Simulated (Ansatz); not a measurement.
This Ansatz input for NbP was spoiled on purpose:

```yaml
crystal:
  lattice:
    - [-1.6694874019, 1.6694874019, 5.7284753592]
    - [1.6694874019, -1.6694874019, 5.7284753592]
    - [1.6694874019, 1.6694874019, -5.7284753592]
  atoms:
    - { symbol: Nb, position: [0.4998375995, 0.4998375995, 0.0] }
    - { symbol: Nb, position: [0.2498375995, 0.7498375995, 0.5] }
    - { symbol: P, position: [0.0827909705, 0.0827909705, 0.0] }
    - { symbol: P, position: [0.8327909705, 0.3327909705, 0.5] }
basis:
  ecutwfc: 500
  ecutrho_ratio: 4
kpoints:
  mp_grid: { grid: [14, 14, 14] }
hamiltonian:
  xc: r2scan
  pseudopotentials: { kind: nc }
scf:
  occupations: { method: gaussian, width: 0.05 }
  max_iter: 100
output:
  forces: true
  stress: true
magnetization:
  spin_polarized: true
  spin_orbit: true
```

Launched as:
```sh
ansatz run input.yaml --threads 4 --pin off --max-ram 7168MiB --backend cpu --events-out ev --progress --plain --runs-dir out
```

Problem. What is wrong with it?

Solution. Spin-orbit coupling on scalar files. Against the sound input: magnetization: {"spin_polarized": true, "spin_orbit": true}; hamiltonian.pseudopotentials: {"kind": "nc"} (the cap on iterations is only a precaution).

What the program printed:

```
Error: 2 input errors — fix all and re-run
  1. inconsistent input (magnetization.spin_orbit, magnetization.noncollinear): true requires noncollinear: true — spin–orbit coupling acts on 2-spinor wavefunctions; set both flags
  2. inconsistent input (magnetization.spin_orbit, hamiltonian.pseudopotentials.kind): true requires a fully-relativistic hamiltonian.pseudopotentials.kind (nc_fr or paw_fr), or kind: all_electron without datasets and azcp, which then solves Dirac's equation on LAPW. paw_fr resolves this project's PAW files (source: ansatz) by j as it reads them
```

The input was refused before any iteration. Cost: 0.03 s on 4 threads of Arm Neoverse V1, with other jobs on the host, peak memory 0.031 GiB. The run before the change (r²SCAN, 500 eV, 14×14×14 mesh) gave:

| run | P (GPa) | gap on the mesh (eV) | cell moment (μB) | largest force component (eV/Å) |
| --- | --- | --- | --- | --- |
| sound | 0.0 | metal | – | 0.003 |

The chain of runs began from a structure of the Materials Project database, expanded in volume; all values here are this work's own. Such entries can be computed or ordered models and not known phases.
